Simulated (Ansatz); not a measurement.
A geometry of Fe away from equilibrium: step 2 of the relaxation of a relaxed Fe cell, doubled along one cell vector, shaken by Gaussian noise of σ = 0.08 Å a coordinate. Calculation: PBE (plane waves to 420 eV, PAW, scalar-relativistic; Ansatz, an electronic-structure program). Γ-centred k-mesh 15×15×8 on the run's cell (coarser than for final values), Fermi–Dirac smearing 0.05 eV.

```xyz
2
Lattice="1.2990 0.7680 2.0203 -1.3052 0.7534 2.0298 -0.0316 -3.0182 4.0410" Properties=species:S:1:pos:R:3:forces:R:3 pbc="T T T" free_energy=-8960.654 pressure_GPa=0.5
Fe    -0.0704     0.0312    -0.0049    0.0880   -0.1497    0.1027
Fe     0.0552    -1.4739     2.0828   -0.0880    0.1497   -0.1027
```

Positions in Å, forces in eV/Å, free energy of the cell in eV (comparable only within this code, potentials and settings). Largest force: 0.20 eV/Å, on Fe1, Fe2 (atoms numbered as listed); the geometry lies 0.16 eV/atom above the end of its relaxation.

Spin-polarised start, with parallel moments on Fe.

Spin state reached: ferromagnetic (net 2.17 μB/atom), from parallel starting moments; other spin orders were not run from this start.

The run could not lose the symmetry of its start.

Of the parent cell (R-3m (No. 166)): it is a generated cell of Fe: the first start was made by placing the elements on the sites of a structure type, and the end was not matched to a known phase here, so it may be hypothetical. Known forms of Fe include space group No. 229.
